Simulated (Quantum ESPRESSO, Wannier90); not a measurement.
## Wannierisation of AlAs (wurtzite)

Cell from Materials Project (mp-8881), symmetrised, no further relaxation. Not found in the COD (Crystallography Open Database) copy used, which has the formula in other groups; not checked further. Method: PBEsol plane waves in Quantum ESPRESSO 7.5 (PseudoDojo norm-conserving files, 68 Ry, spinors with spin-orbit coupling), Bloch states on a 6×6×4 mesh through Γ, Wannier90 4.0.1. Density: 12×12×6 mesh, cold smearing 0.01 Ry.

On the energy scale of pw.x, whose zero is arbitrary, the valence-band maximum lies at 6.54 eV.

Input w.win:

```
num_bands = 16
num_wann = 16
exclude_bands = 1-20,37-72
spinors = true
num_iter = 1000
conv_tol = 1.0e-6
conv_window = 4
write_hr = true
write_u_matrices = true
auto_projections = true
begin unit_cell_cart
ang
    4.0023898199    0.0000000000    0.0000000000
   -2.0011949100    3.4661712599    0.0000000000
    0.0000000000    0.0000000000    6.5778000000
end unit_cell_cart
begin atoms_frac
Al   0.3333333333 -0.3333333333  0.0006800000
Al  -0.3333333333  0.3333333333 -0.4993200000
As   0.3333333333 -0.3333333333  0.3753200000
As  -0.3333333333  0.3333333333 -0.1246800000
end atoms_frac
mp_grid = 6 6 4
begin kpoints
0.0000000000 0.0000000000 0.0000000000
0.0000000000 0.0000000000 0.2500000000
0.0000000000 0.0000000000 0.5000000000
... (141 more lines: the 6x6x4 mesh through Gamma)
end kpoints
```

Input of pw2wannier90.x that gives the overlap and projection files (equivalent; here they were cut from one run over all bands):

```
&inputpp
  outdir = './out'
  prefix = 'pwscf'
  seedname = 'w'
  write_amn = .true.
  write_mmn = .true.
  scdm_proj = .true.
  scdm_entanglement = 'isolated'
/
```

Output w.wout (banner and timings cut):

```
                                    ------
                                    SYSTEM
                                    ------

                              Lattice Vectors (Ang)
                    a_1     4.002390   0.000000   0.000000
                    a_2    -2.001195   3.466171   0.000000
                    a_3     0.000000   0.000000   6.577800

                   Unit Cell Volume:      91.25361  (Ang^3)

                        Reciprocal-Space Vectors (Ang^-1)
                    b_1     1.569858   0.906358  -0.000000
                    b_2     0.000000   1.812716   0.000000
                    b_3     0.000000  -0.000000   0.955211

 *----------------------------------------------------------------------------*
 |   Site       Fractional Coordinate          Cartesian Coordinate (Ang)     |
 +----------------------------------------------------------------------------+
 | al   1   0.33333  -0.33333   0.00068   |    2.00119  -1.15539   0.00447    |
 | al   2  -0.33333   0.33333  -0.49932   |   -2.00119   1.15539  -3.28443    |
 | as   1   0.33333  -0.33333   0.37532   |    2.00119  -1.15539   2.46878    |
 | as   2  -0.33333   0.33333  -0.12468   |   -2.00119   1.15539  -0.82012    |
 *----------------------------------------------------------------------------*
                                ------------
                                K-POINT GRID
                                ------------

             Grid size =  6 x  6 x  4      Total points =  144

 *---------------------------------- MAIN ------------------------------------*
 |  Number of Wannier Functions               :                16             |
 |  Number of Objective Wannier Functions     :                16             |
 |  Number of input Bloch states              :                16             |
 |  Output verbosity (1=low, 5=high)          :                 1             |
 |  Timing Level (1=low, 5=high)              :                 1             |
 |  Optimisation (0=memory, 3=speed)          :                 3             |
 |  Length Unit                               :               Ang             |
 |  Post-processing setup (write *.nnkp)      :                 F             |
 |  Using Gamma-only branch of algorithms     :                 F             |
 *----------------------------------------------------------------------------*
 *------------------------------- WANNIERISE ---------------------------------*
 |  Total number of iterations                :              1000             |
 |  Number of CG steps before reset           :                 5             |
 |  Trial step length for line search         :             2.000             |
 |  Convergence tolerence                     :         0.100E-05             |
 |  Convergence window                        :                 4             |
 |  Iterations between writing output         :                 1             |
 |  Iterations between backing up to disk     :               100             |
 |  Write r^2_nm to file                      :                 F             |
 |  Write xyz WF centres to file              :                 F             |
 |  Write on-site energies <0n|H|0n> to file  :                 F             |
 |  Use guiding centre to control phases      :                 F             |
 |  Use phases for initial projections        :                 F             |
 *----------------------------------------------------------------------------*
 *-------------------------------- PLOTTING ----------------------------------*
 |  Plotting Hamiltonian in WF basis          :                 T             |
 *----------------------------------------------------------------------------*

 *---------------------------------- K-MESH ----------------------------------*
 +----------------------------------------------------------------------------+
 |                    Distance to Nearest-Neighbour Shells                    |
 |                    ------------------------------------                    |
 |          Shell             Distance (Ang^-1)          Multiplicity         |
 |          -----             -----------------          ------------         |
 |             1                   0.238803                      2            |
 |             2                   0.302119                      6            |
 |             3                   0.385101                     12            |
 |             4                   0.477605                      2            |
 |             5                   0.523286                      6            |
 |             6                   0.565140                     12            |
 |             7                   0.575200                     12            |
 |             8                   0.604239                      6            |
       ... (lines left out)
 +----------------------------------------------------------------------------+
 | The b-vectors are chosen automatically                                     |
 | The following shells are used:                       1,  2                 |
 +----------------------------------------------------------------------------+
 |                        Shell   # Nearest-Neighbours                        |
 |                        -----   --------------------                        |
 |                          1               2                                 |
 |                          2               6                                 |
 +----------------------------------------------------------------------------+
 | Completeness relation is fully satisfied [Eq. (B1), PRB 56, 12847 (1997)]  |
 +----------------------------------------------------------------------------+
 |                  b_k Vectors (Ang^-1) and Weights (Ang^2)                  |
 |                  ----------------------------------------                  |
 |            No.         b_k(x)      b_k(y)      b_k(z)        w_b           |
 |            ---        --------------------------------     --------        |
 |             1         0.000000    0.000000    0.238803     8.767819        |
 |             2         0.000000    0.000000   -0.238803     8.767819        |
 |             3         0.000000    0.302119    0.000000     3.651922        |
 |             4         0.261643    0.151060    0.000000     3.651922        |
 |             5         0.000000   -0.302119    0.000000     3.651922        |
 |             6         0.261643   -0.151060    0.000000     3.651922        |
 |             7        -0.261643   -0.151060    0.000000     3.651922        |
 |             8        -0.261643    0.151060    0.000000     3.651922        |
 +----------------------------------------------------------------------------+
 |                           b_k Directions (Ang^-1)                          |
 |                           -----------------------                          |
 |            No.           x           y           z                         |
 |            ---        --------------------------------                     |
 |             1         0.000000    0.000000    0.238803                     |
 |             2         0.000000    0.302119    0.000000                     |
 |             3         0.261643    0.151060    0.000000                     |
 |             4         0.261643   -0.151060    0.000000                     |
 +----------------------------------------------------------------------------+

 Starting a new Wannier90 calculation ...

 Reading overlaps from w.mmn

 Reading projections from w.amn

 *------------------------------- WANNIERISE ---------------------------------*
 +--------------------------------------------------------------------+<-- CONV
 | Iter  Delta Spread     RMS Gradient      Spread (Ang^2)            |<-- CONV
 +--------------------------------------------------------------------+<-- CONV

 ------------------------------------------------------------------------------
 Initial State
  WF centre and spread    1  (  1.504500, -1.494250,  2.646405 )     5.15949204
  WF centre and spread    2  ( -1.959169,  0.503640, -0.550465 )     4.34253666
  WF centre and spread    3  (  2.711432, -1.505364,  2.622099 )     4.71149810
  WF centre and spread    4  ( -1.184432,  1.608797, -0.557297 )     8.30619540
  WF centre and spread    5  (  2.226400, -0.634006,  2.729342 )     8.31175722
  WF centre and spread    6  ( -2.691421,  1.566408, -0.542466 )     2.77380413
  WF centre and spread    7  (  2.042345, -1.150919,  1.860255 )     7.54243356
  WF centre and spread    8  ( -1.810475,  1.153936, -1.522183 )     9.41809927
  WF centre and spread    9  ( -1.820747,  1.186887, -1.199484 )     7.59859939
  WF centre and spread   10  (  1.981875, -1.165282,  2.012604 )     6.88723251
  WF centre and spread   11  ( -0.282663,  2.033025,  2.537566 )     8.00078000
  WF centre and spread   12  (  0.606665, -1.942460, -0.742384 )     8.69084895
  WF centre and spread   13  ( -1.753159,  0.971463, -0.943712 )     9.67211925
  WF centre and spread   14  (  2.069195, -1.051888,  2.440678 )    11.96417411
  WF centre and spread   15  ( -1.481239,  1.374788, -0.901799 )     9.57435558
  WF centre and spread   16  (  2.645391, -1.129203,  2.501320 )    10.58082002
  Sum of centres and spreads (  2.804498,  0.325572, 12.390478 )   123.53474618

      0     0.124E+03     0.0000000000      123.5347461481  <-- CONV
        O_D=      6.1403096 O_OD=     88.2668235 O_TOT=    123.5347461 <-- SPRD
 ------------------------------------------------------------------------------
      1    -0.201E+02     4.6260967572      103.3921318566  <-- CONV
        O_D=      6.1148756 O_OD=     68.1496432 O_TOT=    103.3921319 <-- SPRD
      2    -0.874E+01     5.2374119005       94.6493551014  <-- CONV
        O_D=      4.6676668 O_OD=     60.8540752 O_TOT=     94.6493551 <-- SPRD
      3    -0.887E+01     4.5482112909       85.7835554783  <-- CONV
        O_D=      3.8361415 O_OD=     52.8198008 O_TOT=     85.7835555 <-- SPRD
      4    -0.578E+01     3.8965777449       80.0063528711  <-- CONV
        O_D=      3.2682830 O_OD=     47.6104567 O_TOT=     80.0063529 <-- SPRD
      5    -0.472E+01     3.3004948031       75.2836059524  <-- CONV
        O_D=      3.2845145 O_OD=     42.8714783 O_TOT=     75.2836060 <-- SPRD
       ... (lines left out)
    100    -0.225E-05     0.0017052026       32.0676394099  <-- CONV
        O_D=      0.0201444 O_OD=      2.9198819 O_TOT=     32.0676394 <-- SPRD
       ... (lines left out)
    105    -0.526E-06     0.0007665452       32.0676335967  <-- CONV
        O_D=      0.0201415 O_OD=      2.9198790 O_TOT=     32.0676336 <-- SPRD
    106    -0.490E-06     0.0006726080       32.0676331064  <-- CONV
        O_D=      0.0201416 O_OD=      2.9198784 O_TOT=     32.0676331 <-- SPRD
    107    -0.406E-06     0.0009353931       32.0676327005  <-- CONV
        O_D=      0.0201416 O_OD=      2.9198780 O_TOT=     32.0676327 <-- SPRD
             <<<     Delta < 1.000E-06  over  4 iterations     >>>
             <<< Wannierisation convergence criteria satisfied >>>
 Final State
  WF centre and spread    1  (  1.313887, -1.552190,  2.752857 )     1.97689255
  WF centre and spread    2  ( -2.001174,  0.361756, -0.536061 )     1.97687541
  WF centre and spread    3  (  2.688499, -1.552194,  2.752867 )     1.97688209
  WF centre and spread    4  ( -1.313893,  1.552219, -0.536064 )     1.97687071
  WF centre and spread    5  (  2.001183, -0.361753,  2.752826 )     1.97688756
  WF centre and spread    6  ( -2.688503,  1.552190, -0.536043 )     1.97689498
  WF centre and spread    7  (  2.001203, -1.155459,  1.626467 )     2.08626258
  WF centre and spread    8  ( -2.001238,  1.155390, -1.662430 )     2.08627041
  WF centre and spread    9  ( -2.001071,  0.361742, -0.536116 )     1.97690329
  WF centre and spread   10  (  2.001176, -0.361727,  2.752710 )     1.97691595
  WF centre and spread   11  ( -0.687297,  1.913982,  2.752917 )     1.97684347
  WF centre and spread   12  ( -0.687306, -1.914046, -0.535908 )     1.97685550
  WF centre and spread   13  ( -2.001279,  1.155459, -1.662432 )     2.08623735
  WF centre and spread   14  (  2.001191, -1.155469,  1.626469 )     2.08623942
  WF centre and spread   15  ( -1.313887,  1.552235, -0.536123 )     1.97691140
  WF centre and spread   16  (  2.688522, -1.552127,  2.752910 )     1.97689007
  Sum of centres and spreads (  0.000012,  0.000008, 13.228846 )    32.06763274

         Spreads (Ang^2)       Omega I      =    29.127613109
        ================       Omega D      =     0.020141568
                               Omega OD     =     2.919878024
    Final Spread (Ang^2)       Omega Total  =    32.067632700
```
